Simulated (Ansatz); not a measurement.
GaP (zinc blende)

```
GaP
1.0
    0.00000     2.71921     2.71921
    2.71921     0.00000     2.71921
    2.71921     2.71921     0.00000
P Ga
1 1
Direct
  0.25000   0.25000   0.25000
  0.00000   0.00000   0.00000
```

E(V) scan at fixed shape, V₀ the volume above. Symmetry pins the atoms to their sites.

The numbers are results of PBEsol (plane waves to 420 eV, PAW, scalar-relativistic; Ansatz, an electronic-structure program), not measurements. k mesh 11×11×11 (Γ-centred), Fermi-Dirac smearing 0.05 eV. Energies are smeared free energies. Compression counts positive. GaP was relaxed with its symmetry unable to fall. ΔE is measured from the relaxed starting cell.

| V (Å³/atom) | ΔE (meV/atom) |
|---|---|
| 18.900 | withheld |
| 19.201 | 11.8 |
| 19.503 | 5.1 |
| 19.805 | 1.2 |
| 20.106 | 0.0 |
| 20.408 | 1.2 |
| 20.709 | 4.5 |
| 21.011 | 9.9 |
| 21.313 | 17.2 |

Fit a third-order Birch-Murnaghan form (E₀, V₀, B₀, B₀′ free) to the given rows and predict ΔE at V = 18.900.

Least squares on the 8 given rows: ΔE = E₀ + (9V₀B₀/16)·y²·[2 + (B₀′ − 4)y], y = (V₀/V)^(2/3) − 1, with V₀ = 20.107 Å³/atom, B₀ = 84.97 GPa (160.2 GPa = 1 eV/Å³; the term in eV is multiplied by 1000), B₀′ = 4.65, E₀ = 0.00 meV/atom; root-mean-square residual 0.02 meV/atom. At 18.900 the fit gives 21.6 meV/atom; the calculation gives 21.5 meV/atom, so the extrapolation is off by 0.1 (+0.5 %). For the pressure the fit gives 6.08 GPa against the computed 6.04 GPa.

(A scan under strain: stresses follow from slopes of the energy per volume, elastic moduli from its curvatures.)
